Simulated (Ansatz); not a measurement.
## CsH: clamped-ion strain scan

Theory: DFT r2SCAN, scalar-relativistic, plane waves, PAW in Ansatz. The runs took a 500 eV cutoff, a Γ-centred 6×6×6 mesh and Gaussian smearing (0.05 eV). Spin–orbit coupling is left out, which matters for the heavy elements here. No spin polarisation. Energies are free energies at this smearing, counted from the undisturbed cell; pressure is positive in compression.

Zero of the scan (as given, not relaxed at this level; it stands at 0.0 GPa):

```yaml
crystal:
  lattice:
    - [0.00000, 3.18800, 3.18800]
    - [3.18800, 0.00000, 3.18800]
    - [3.18800, 3.18800, 0.00000]
  atoms:
    - { symbol: Cs, position: [0.00000, 0.00000, 0.00000] }
    - { symbol: H, position: [0.50000, 0.50000, 0.50000] }
```

The cell is strained by ε times the Voigt pattern (0, 0, 0, 0, 0, 1) (xx, yy, zz, yz, xz, xy; engineering shear) with fractional coordinates fixed.

| ε | ΔE (meV/atom) | stress summed along the pattern (GPa, tension positive) | gap on the mesh (eV) |
| --- | --- | --- | --- |
| -0.1500 | 11.1 | -0.77 | 2.64 |
| -0.0750 | 2.7 | -0.36 | 2.66 |
| 0.0000 | 0.0 | 0.00 | 2.68 |
| 0.0187 | 0.2 | 0.09 | 2.67 |
| 0.0375 | 0.7 | 0.17 | 2.67 |
| 0.0562 | 1.5 | 0.26 | 2.66 |
| 0.0937 | 4.2 | 0.45 | 2.65 |
| 0.1125 | 6.1 | 0.55 | 2.65 |
| 0.1312 | 8.4 | 0.66 | 2.64 |

By symmetry 0.1500 repeats -0.1500, -0.1125 repeats 0.1125, 0.0750 repeats -0.0750, -0.0375 repeats 0.0375 in energy, with the opposite slope along the path.